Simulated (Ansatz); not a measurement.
Input:

SiRh₂:
```cif
data_Rh8Si4
_chemical_formula_sum 'Si4 Rh8'
_space_group_name_H-M_alt 'P 1'
_space_group_IT_number 1
_cell_length_a 5.35596
_cell_length_b 3.92021
_cell_length_c 7.40031
_cell_angle_alpha 90.000
_cell_angle_beta 90.000
_cell_angle_gamma 90.000
loop_
_space_group_symop_operation_xyz
  'x, y, z'
loop_
_atom_site_label
_atom_site_type_symbol
_atom_site_fract_x
_atom_site_fract_y
_atom_site_fract_z
_atom_site_occupancy
Si1 Si 0.28344 0.25000 0.89509 1
Si2 Si 0.71656 0.75000 0.10491 1
Si3 Si 0.21656 0.75000 0.39509 1
Si4 Si 0.78344 0.25000 0.60491 1
Rh1 Rh 0.52678 0.75000 0.79928 1
Rh2 Rh 0.47322 0.25000 0.20072 1
Rh3 Rh 0.97322 0.25000 0.29928 1
Rh4 Rh 0.02678 0.75000 0.70072 1
Rh5 Rh 0.83834 0.25000 0.93032 1
Rh6 Rh 0.16166 0.75000 0.06968 1
Rh7 Rh 0.66166 0.75000 0.43032 1
Rh8 Rh 0.33834 0.25000 0.56968 1
```

This is the PBEsol-relaxed structure.

### Question
All from plane-wave PAW PBEsol (Ansatz code), unless another level is named. Give the electronic character.

### Answer
metallic (no gap).

### Question
What about the density of states at the Fermi level?

### Answer
0.82 states/eV per atom (mean over ±0.08 eV).

### Question
And the gap with spin–orbit coupling?

### Answer
none (metallic).

Space group Pnma. The workflow started from a Materials Project entry (that database holds measured and hypothetical structures alike); the Crystallography Open Database copy checked does not list it. Whether it is the stable phase at ambient conditions was not checked. Symmetry was held in the PBEsol relaxation; whether a distortion lowers the energy is not shown. No spin polarisation was allowed. Scalar-relativistic: spin–orbit coupling is off unless named, which matters more the heavier the elements.

Potentials: the later of the program's two PAW sets.
